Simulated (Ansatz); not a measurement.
Ta3N5:
```
CELL_PARAMETERS angstrom
      1.93642    -5.13014     0.00000
      1.93642     5.13014     0.00000
      0.00000     0.00000    10.29560
ATOMIC_POSITIONS crystal
  Ta 0.19678 0.80322 0.25000
  Ta 0.80322 0.19678 0.75000
  Ta 0.86666 0.13334 0.44004
  Ta 0.13334 0.86666 0.55996
  Ta 0.13334 0.86666 0.94004
  Ta 0.86666 0.13334 0.05996
  N  0.04698 0.95302 0.38124
  N  0.95302 0.04698 0.61876
  N  0.95302 0.04698 0.88124
  N  0.04698 0.95302 0.11876
  N  0.69206 0.30794 0.57407
  N  0.30794 0.69206 0.42593
  N  0.30794 0.69206 0.07407
  N  0.69206 0.30794 0.92593
  N  0.23699 0.76301 0.75000
  N  0.76301 0.23699 0.25000
```

Relaxed with r²SCAN. Special points in fractions of this cell's reciprocal vectors: Γ (0.000, 0.000, 0.000); Y (-0.500, 0.500, 0.000); C0 (-0.286, 0.714, 0.000); Σ0 (0.286, 0.286, 0.000); Z (0.000, 0.000, 0.500); A0 (0.286, 0.286, 0.500); E0 (-0.286, 0.714, 0.500); T (-0.500, 0.500, 0.500); S (0.000, 0.500, 0.000); R (0.000, 0.500, 0.500).

Q: List the band energies nearest the valence-band maximum at these points for DFT-r²SCAN in the program Ansatz with PAW potentials.

A: In eV from the valence-band maximum; about four levels below and three above (degenerate sets whole), none deeper than 8.9 eV; points with the same levels are listed once.

```tsv
k	below	above
Γ	-0.87 -0.58 -0.32 -0.07	1.81 2.03 2.46
Y	-1.04 -0.99 -0.92 -0.33	1.59 2.20 2.65
C0	-1.51 -1.18 -0.95 -0.53	2.15 2.63 2.76
Z	-0.78 -0.78 -0.57 -0.57	1.94 1.94 2.81 2.81
A0	-1.23 -1.23 -1.02 -1.02	2.69 2.69 3.02 3.02
T	-1.27 -1.27 -0.62 -0.62	1.92 1.92 2.98 2.98
S	-1.14 -1.10 -0.63 -0.45	2.10 2.11 2.99
R	-0.82 -0.82 -0.57 -0.57	2.28 2.28 3.00 3.00
```

Space group Cmcm. The first step of the workflow began from a Materials Project structure, measured or hypothetical; the Crystallography Open Database files this formula in space group No. 63, but the cells were not matched. Whether it is the stable phase at ambient conditions was not checked. Symmetry was held in the r²SCAN relaxation; its stability against distortions is not shown here. No spin polarisation was allowed. Scalar-relativistic: spin–orbit coupling is off unless named, which matters more the heavier the elements.

Potentials: the later of the program's two PAW sets.
